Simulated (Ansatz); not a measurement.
Question: C in space group Fd-3m (No. 227; C on 32e) is relaxed with DFT-r²SCAN in the program Ansatz with PAW potentials. What lattice parameters of the conventional cell result?

Answer: a = 7.474 Å.

Question: Give the free coordinates with the occupied sites.

Answer: In one choice of origin and axes:

| atom | site | symmetry | x | y | z |
|---|---|---|---|---|---|
| C | 32e | .3m | 0.0705 | 0.0705 | 0.0705 |

Question: Is it a metal or does it have a gap at this level?

Answer: A gap of 2.48 eV.

The start of the workflow was typed in or built on a structure type. Its sites differ from those of the usual phase in this space group: another stacking or structure type. Symmetry was held in the r²SCAN relaxation; whether a distortion lowers the energy is not shown.

Potentials: the later of the program's two PAW sets.
